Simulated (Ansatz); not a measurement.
CdPd:
```yaml
crystal:
  lattice:
    - [3.03191, 0.00000, 0.00000]
    - [0.00000, 3.03191, 0.00000]
    - [0.00000, 0.00000, 3.67714]
  atoms:
    - { symbol: Cd, position: [0.00000, 0.00000, 0.00000] }
    - { symbol: Pd, position: [0.50000, 0.50000, 0.50000] }
```

Relaxed with r²SCAN. Special points in fractions of this cell's reciprocal vectors: Γ (0.000, 0.000, 0.000); X (0.000, 0.500, 0.000); M (0.500, 0.500, 0.000); Z (0.000, 0.000, 0.500); R (0.000, 0.500, 0.500); A (0.500, 0.500, 0.500).

### Question
List the band energies nearest the Fermi level at these points for plane-wave PAW r²SCAN with spin–orbit coupling (Ansatz code).

### Answer
In eV from the Fermi level; about four levels below and three above (degenerate sets whole), none deeper than 8.9 eV; points with the same levels are listed once.

```
k                    below                    above
-  -----------------------  -----------------------
Γ  -1.91 -1.91 -1.58 -1.58      3.06 3.06 8.36 8.36
X  -2.66 -2.66 -2.11 -2.11    0.20 0.20 10.29 10.29
M  -2.28 -2.28 -0.98 -0.98      0.03 0.03 0.11 0.11
Z  -1.88 -1.88 -1.72 -1.72  12.99 12.99 13.53 13.53
R  -1.33 -1.33 -0.70 -0.70      3.25 3.25 3.83 3.83
A  -1.85 -1.85 -0.98 -0.98      4.14 4.14 5.55 5.55
```

Space group P4/mmm (L1₀ or tetragonal B2). The workflow started from an entry of the Crystallography Open Database (COD). Whether it is the stable phase at ambient conditions was not checked. The cell was relaxed with r²SCAN under the symmetry of its start; whether a distortion lowers the energy is not shown. No spin polarisation was allowed.

Potentials: the later of the program's two PAW sets.
